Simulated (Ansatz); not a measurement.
In:
```
CELL_PARAMETERS angstrom
     -1.96806     1.96806     1.78922
      1.96806    -1.96806     1.78922
      1.96806     1.96806    -1.78922
ATOMIC_POSITIONS crystal
  In 0.00000 0.00000 0.00000
```

Relaxed with PBE. Special points in fractions of this cell's reciprocal vectors: Γ (0.000, 0.000, 0.000); X (0.000, 0.000, 0.500); M (-0.500, 0.500, 0.500); Z (0.457, 0.457, -0.457); Z0 (-0.457, 0.543, 0.457); P (0.250, 0.250, 0.250); N (0.000, 0.500, 0.000).

**Question.** List the band energies nearest the Fermi level at these points for plane-wave PAW PBE (Ansatz code).

**Answer.** In eV from the Fermi level; about four levels below and three above (degenerate sets whole), none deeper than 8.9 eV; … stands for higher levels left out; points with the same levels are listed once.

| k | below | above |
|---|---|---|
| Γ | – | 9.94 9.94 11.14 |
| X | -4.35 -3.12 | 6.65 8.31 … |
| M | – | 0.35 0.69 0.69 |
| Z | – | 0.11 0.81 0.81 |
| P | -2.35 -0.12 | 0.39 0.39 … |
| N | -3.64 -2.82 | 5.31 6.61 … |

Space group I4/mmm (body-centred tetragonal). Its axis ratio c/a = 0.91 departs by over 6 % from that of the usual cell of this phase: another minimum, or an error of the functional. The PBE relaxation kept the symmetry of its start; whether a distortion lowers the energy is not shown. The volume moved by -47 % from the start of the relaxation. Scalar-relativistic: spin–orbit coupling is off unless named, which matters more the heavier the elements.

Potentials: the later of the program's two PAW sets.
